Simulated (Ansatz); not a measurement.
Ti:
```yaml
crystal:
  lattice:
    - [0.00000, 3.01433, 3.01433]
    - [3.01433, 0.00000, 3.01433]
    - [3.01433, 3.01433, 0.00000]
  atoms:
    - { symbol: Ti, position: [0.00000, 0.00000, 0.00000], spin: 2.2 }
    - { symbol: Ti, position: [0.25000, 0.25000, 0.25000], spin: 2.2 }
```

Relaxed with PBE. Special points in fractions of this cell's reciprocal vectors: Γ (0.000, 0.000, 0.000); X (0.500, 0.000, 0.500); U (0.625, 0.250, 0.625); K (0.375, 0.375, 0.750); L (0.500, 0.500, 0.500); W (0.500, 0.250, 0.750).

List the band energies nearest the Fermi level at these points for DFT-PBE in the program Ansatz with PAW potentials.

In eV from the Fermi level; about four levels below and three above (degenerate sets whole), none deeper than 8.9 eV; points with the same levels are listed once.

```tsv
k	below	above
Γ ↑	-0.83 -0.83 -0.83 -0.83 -0.83	0.91 0.91 0.91
X ↑	-0.91 -0.91 -0.66 -0.66	0.93 0.93 2.50 2.50
U ↑	-1.46 -1.21 -0.82 -0.76	0.01 0.43 0.83
L ↑	-0.81 -0.81 -0.75 -0.75 -0.54	1.60 1.60 2.34 2.34
W ↑	-0.97 -0.97 -0.08 -0.08	0.26 0.26 2.72 2.72
Γ ↓	-3.81	0.58 0.58 1.10 1.10 1.10
X ↓	-0.68 -0.68	0.95 0.95 1.31 1.31
U ↓	-0.68 -0.40	0.54 0.94 1.16
L ↓	-1.02 -0.67	0.53 0.53 1.19 1.19
W ↓	-0.54 -0.54	0.90 0.90 1.57 1.57
```

Space group Fd-3m (diamond). The start of the workflow was typed in or built on a structure type; neither database checked (COD, Materials Project) lists it. It is not the phase usual at ambient conditions (space group No. 194). The PBE relaxation kept the symmetry of its start; its stability against distortions is not shown here. The final state is ferromagnetic, chosen from 4 collinear starts compared on coarse meshes (ties went to the first, and starts can fall back to one state), not a proven ground state.

Potentials: the later of the program's two PAW sets.
